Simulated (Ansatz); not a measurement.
# What DFT gives for In3S4

```
In S
1.0
     7.76198   -0.63017   -1.13465
    -0.18638    7.75328   -0.83308
    -0.15630   -0.70461    5.99538
In S
6 8
Direct
  0.16989 0.79183 0.21955
  0.65344 0.28484 0.31311
  0.36781 0.25217 0.67084
  0.05563 0.39095 0.26149
  0.30668 0.86090 0.76875
  0.78965 0.69449 0.33094
  0.53476 0.94932 0.43709
  0.67711 0.80196 0.78490
  0.88677 0.01728 0.16325
  0.96352 0.00465 0.72324
  0.42234 0.55786 0.45522
  0.44256 0.59752 0.02217
  0.04440 0.53441 0.76138
  0.72573 0.44819 0.86018
```

Level: a composed functional ({exchange: {pbe: {weight: 1.0, kappa: 1.155, mu: 0.156}}, correlation: pbesol}), no spin polarisation; 420 eV; 3×3×3 Γ-centred mesh; fermi-dirac occupations (width 0.1 eV); Ansatz 0.2.0, fixed geometry.

Question: Give the Bader charges.

Answer: Bader charges in e: In +0.60 to +0.79, S -0.66 to -0.15. In the mean In gives up most and S takes most.

Question: Where is the largest force?

Answer: The largest is on S13: 0.98 eV/Å, components (-0.73, -0.40, 0.53). It makes 18° with the line to a nearest neighbour, S14 at 2.73 Å, pointing towards it.

Question: Describe some of the short contacts.

Answer: S–S at 2.72 Å: least valence density 0.29 e/Å³ and ELF 0.37 there. In–S at 2.98 Å: least valence density 0.20 e/Å³ and ELF 0.24 there. In–In at 3.22 Å: least valence density 0.14 e/Å³ and ELF 0.24 there. These are pseudo-fields; inside the PAW spheres they differ from the all-electron ones.

Question: Is the cell too large or too small?

Answer: The pressure is -3.4 GPa (compression positive), so with the atoms held at these fractions the cell would first shrink; the forces are large, so a full relaxation may end otherwise. The principal stresses -4.5, -3.5, -2.3 GPa differ, so its shape would change too.

Question: Metal or insulator?

Answer: It is a metal, with about 9.2 states/eV a cell as the mean within 0.25 eV of the Fermi level, mostly S p (71 %) and In s (17 %).

Origin: a disordered cell, so it need not be a known compound. Caveats: many states at the Fermi level without spin polarisation, so a magnetic state may lie lower; the k mesh is coarse if the cell is a metal; forces of this functional can be a tenth off on these datasets.
